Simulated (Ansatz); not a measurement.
A frame of BaLi₇F₉ from dynamics at 1370 K, with the forces (eV/Å) computed on a k mesh in the last three columns. The calculation used DFT PBE, scalar-relativistic, plane waves, PAW (Ansatz 0.2.0).

Settings: cutoff 420 eV, Γ-centred mesh 4×4×4 on the computed 17-atom cell, Fermi–Dirac smearing of 0.12 eV; no spin polarisation.

```xyz
17
Lattice="5.603 0.028 -0.037 0.028 5.753 -0.072 -0.037 -0.072 5.540" Properties=species:S:1:pos:R:3:forces:R:3 pbc="T T T"
Ba    4.338    5.291    4.360    0.180    1.000    0.170
F     3.569    3.893    2.359   -0.730    0.220   -1.170
F     5.299    2.468    3.425    0.750   -0.250   -1.060
F     1.057    3.676    1.081    1.290   -0.310   -1.340
F     4.043    3.139   -0.010   -0.040    1.090   -0.130
F     1.905    4.254    4.044   -0.620    1.070    1.430
F     2.135    0.995    1.821    0.870   -0.600   -1.010
F     2.400    1.611    4.260    0.050   -1.320    1.160
F     0.164    1.472    0.281    0.080   -1.130   -0.360
F     5.427    5.469    2.218    0.210    0.340    0.080
Li    0.360    1.376    2.048    0.440   -0.460    0.650
Li    5.055    3.397    1.546   -0.260    0.530    0.020
Li    3.578    2.722    3.518   -0.400   -1.190    1.190
Li    2.755    2.381    0.801   -0.230   -0.090    0.630
Li    1.231    2.792    4.863   -1.440   -0.090   -0.550
Li    1.464    0.230    0.080    0.250    0.180    0.180
Li    1.906    4.467    2.325   -0.420    1.020    0.100
```

Static pressure 9.6 GPa (no kinetic part), a gap on the mesh of 6.37 eV.

Counting as bonded all pairs within 1.2 times the summed covalent radii, but none from a metal cation to another cation:

```tsv
atom → neighbour	mean count	mean length (Å)	spread (Å)
Ba → F	8.00	2.76	0.28
F → Ba	0.89	2.76	0.28
F → Li	3.11	1.89	0.18
Li → F	4.00	1.89	0.18
```

Angles between all pairs of such bonds at an atom (mean ± spread): 97 ± 35° at Ba, 105 ± 26° at F, 105 ± 22° at Li.

Spin-orbit coupling is left out, which matters for the bands of heavy elements.

Cost: 1 run of about 1.1 core-minutes, on Arm Neoverse V1 (shared hosts).